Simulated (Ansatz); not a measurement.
Ga3Co:
Space group P4₂/mnm (No. 136); a = b = 6.1672 Å, c = 6.3625 Å, α = β = γ = 90.00°

```
atom  site  symmetry       x       y       z
----  ----  --------  ------  ------  ------
Ga      4c     2/m..  0.0000  0.5000  0.0000
Ga      8j       ..m  0.1520  0.1520  0.2446
Co      4g      m.2m  0.3462  0.3462  0.5000
```

Relaxed with PBEsol.

### Question
Which orbitals make up the states near the Fermi level in PBEsol (plane waves, PAW; program Ansatz)?

### Answer
Within 0.5 eV of the Fermi level: Co 3d 52 %, Ga 4p 38 %, Ga 4s 8 %. Projections are on Löwdin-orthogonalised atomic valence shells; empty p or d shells of many metals are not among them.

### Question
Tabulate the density of states.

### Answer
States/eV per cell of 16 atoms, in 0.25 eV bins, energy from the Fermi level.

```csv
E (eV),total,Co 3d,Ga 4p,Ga 4s
-7.85,3.33,0.07,1.47,1.58
-7.60,3.38,0.10,1.47,1.61
-7.35,4.21,0.15,1.79,2.04
-7.10,4.39,0.20,1.79,2.18
-6.85,3.82,0.21,1.47,1.96
-6.60,4.35,0.32,1.58,2.26
-6.35,5.12,0.44,1.87,2.57
-6.10,4.56,0.47,1.62,2.28
-5.85,3.53,0.41,1.29,1.68
-5.60,4.55,0.61,1.81,1.94
-5.35,4.50,0.74,1.74,1.83
-5.10,6.31,1.29,2.11,2.68
-4.85,5.73,1.34,1.67,2.53
-4.60,3.38,0.85,1.15,1.25
-4.35,4.21,1.18,1.79,1.03
-4.10,7.26,2.41,3.15,1.35
-3.85,7.01,2.50,3.16,0.98
-3.60,5.76,2.25,2.53,0.70
-3.35,7.43,3.20,3.20,0.71
-3.10,10.45,5.28,4.04,0.84
-2.85,13.10,7.80,4.33,0.72
-2.60,17.60,11.66,4.89,0.71
-2.35,21.76,15.12,5.34,0.85
-2.10,25.90,20.58,4.36,0.51
-1.85,23.74,17.94,4.60,0.70
-1.60,2.35,1.16,1.02,0.11
-1.35,22.61,16.39,5.15,0.68
-1.10,8.82,4.95,3.19,0.46
-0.85,0.63,0.28,0.25,0.08
-0.60,0.04,0.02,0.02,0.00
-0.35,11.72,7.12,4.01,0.40
-0.10,4.55,2.23,1.92,0.31
0.15,2.81,1.26,1.18,0.31
0.40,8.00,3.50,3.15,1.13
0.65,8.28,3.22,3.24,1.52
0.90,7.23,2.43,2.95,1.56
1.15,7.15,2.13,3.07,1.60
1.40,7.48,1.95,3.29,1.83
1.65,8.25,1.80,4.00,1.95
1.90,6.06,1.17,2.93,1.53
2.15,7.02,1.14,3.56,1.75
2.40,7.17,1.01,3.69,1.80
2.65,7.52,0.88,4.12,1.76
2.90,7.33,0.77,4.09,1.68
3.15,7.08,0.63,4.14,1.48
3.40,6.51,0.50,4.03,1.15
3.65,7.35,0.53,4.56,1.30
3.90,6.84,0.45,4.35,1.16
4.15,6.63,0.41,4.29,1.08
4.40,6.79,0.40,4.49,0.99
4.65,6.85,0.37,4.60,0.94
```

Space group P4_2/mnm. The first step of the workflow began from a Materials Project structure, measured or hypothetical; the Crystallography Open Database files this formula in space group No. 136, but the cells were not matched. Whether it is the stable phase at ambient conditions was not checked. The PBEsol relaxation kept the symmetry of its start; whether a distortion lowers the energy is not shown. The run is not spin-polarised. Axis ratios of metals converge slowly with the k-mesh, so a and c are less sure than the volume. Spin–orbit coupling is left out wherever it is not named.

Potentials: the later of the program's two PAW sets.
